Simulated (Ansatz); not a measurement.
Si:
```cif
data_Si8
_chemical_formula_sum 'Si8'
_space_group_name_H-M_alt 'P 1'
_space_group_IT_number 1
_cell_length_a 3.84066
_cell_length_b 3.84066
_cell_length_c 12.62151
_cell_angle_alpha 90.000
_cell_angle_beta 90.000
_cell_angle_gamma 120.000
loop_
_space_group_symop_operation_xyz
  'x, y, z'
loop_
_atom_site_label
_atom_site_type_symbol
_atom_site_fract_x
_atom_site_fract_y
_atom_site_fract_z
_atom_site_occupancy
Si1 Si 0.66667 0.33333 0.65592 1
Si2 Si 0.66667 0.33333 0.84408 1
Si3 Si 0.00000 0.00000 0.90679 1
Si4 Si 0.00000 0.00000 0.09321 1
Si5 Si 0.33333 0.66667 0.15592 1
Si6 Si 0.33333 0.66667 0.34408 1
Si7 Si 0.00000 0.00000 0.40679 1
Si8 Si 0.00000 0.00000 0.59321 1
```

Relaxed with r²SCAN.

Problem. Which orbitals make up the states near the band edges in r²SCAN in the plane-wave PAW code Ansatz?

Solution. Top 1 eV of the valence band: Si 3p 96 %. Bottom 1 eV of the conduction band: Si 3p 55 %, Si 3s 30 %, outside the projected shells 16 %. Projections are on Löwdin-orthogonalised atomic valence shells; empty p or d shells of many metals are not among them.

Problem. Tabulate the density of states.

Solution. States/eV per cell of 8 atoms, in 0.25 eV bins, energy from the valence-band maximum.

| E (eV) | total | Si 3p | Si 3s |
|---|---|---|---|
| -7.85 | 1.34 | 0.60 | 0.73 |
| -7.60 | 2.81 | 1.39 | 1.40 |
| -7.35 | 3.03 | 1.60 | 1.41 |
| -7.10 | 2.54 | 1.44 | 1.08 |
| -6.85 | 2.99 | 1.70 | 1.26 |
| -6.60 | 3.01 | 1.74 | 1.24 |
| -6.35 | 2.41 | 1.39 | 1.00 |
| -6.10 | 1.84 | 1.07 | 0.75 |
| -5.85 | 1.58 | 0.93 | 0.63 |
| -5.60 | 1.39 | 0.83 | 0.54 |
| -5.35 | 1.23 | 0.75 | 0.46 |
| -5.10 | 1.10 | 0.70 | 0.38 |
| -4.85 | 1.50 | 1.15 | 0.34 |
| -4.60 | 2.93 | 2.54 | 0.36 |
| -4.35 | 3.64 | 3.23 | 0.38 |
| -4.10 | 3.47 | 3.08 | 0.36 |
| -3.85 | 4.71 | 4.25 | 0.42 |
| -3.60 | 4.49 | 4.05 | 0.39 |
| -3.35 | 4.25 | 3.88 | 0.33 |
| -3.10 | 4.51 | 4.20 | 0.27 |
| -2.85 | 5.12 | 4.83 | 0.24 |
| -2.60 | 5.56 | 5.23 | 0.26 |
| -2.35 | 5.22 | 4.94 | 0.22 |
| -2.10 | 6.43 | 6.16 | 0.19 |
| -1.85 | 5.56 | 5.33 | 0.16 |
| -1.60 | 4.32 | 4.15 | 0.10 |
| -1.35 | 3.18 | 3.06 | 0.06 |
| -1.10 | 2.14 | 2.06 | 0.04 |
| -0.85 | 1.56 | 1.50 | 0.03 |
| -0.60 | 1.09 | 1.05 | 0.01 |
| -0.35 | 0.60 | 0.58 | 0.00 |
| -0.10 | 0.16 | 0.15 | 0.00 |
| 0.15 | 0.00 | 0.00 | 0.00 |
| 0.40 | 0.00 | 0.00 | 0.00 |
| 0.65 | 0.00 | 0.00 | 0.00 |
| 0.90 | 0.43 | 0.22 | 0.15 |
| 1.15 | 1.31 | 0.68 | 0.43 |
| 1.40 | 2.04 | 1.08 | 0.64 |
| 1.65 | 3.65 | 2.08 | 0.98 |
| 1.90 | 4.95 | 2.89 | 1.25 |
| 2.15 | 5.24 | 3.05 | 1.36 |
| 2.40 | 3.97 | 2.30 | 0.93 |
| 2.65 | 5.40 | 3.27 | 1.13 |
| 2.90 | 5.86 | 3.66 | 1.11 |
| 3.15 | 4.95 | 3.18 | 0.75 |
| 3.40 | 6.22 | 4.10 | 0.83 |
| 3.65 | 6.04 | 3.92 | 0.74 |
| 3.90 | 5.51 | 3.56 | 0.65 |
| 4.15 | 5.55 | 3.41 | 0.66 |
| 4.40 | 5.16 | 3.06 | 0.67 |
| 4.65 | 5.60 | 3.26 | 0.67 |
| 4.90 | 4.37 | 2.43 | 0.52 |
| 5.15 | 3.90 | 2.11 | 0.49 |
| 5.40 | 4.80 | 2.45 | 0.61 |
| 5.65 | 4.22 | 2.11 | 0.56 |

Space group P6_3/mmc. The start of the workflow was typed in or built on a structure type; the Crystallography Open Database copy checked does not list it. It is not the phase usual at ambient conditions (space group No. 227). The cell was relaxed with r²SCAN under the symmetry of its start; its stability against distortions is not shown here.

Potentials: the later of the program's two PAW sets.
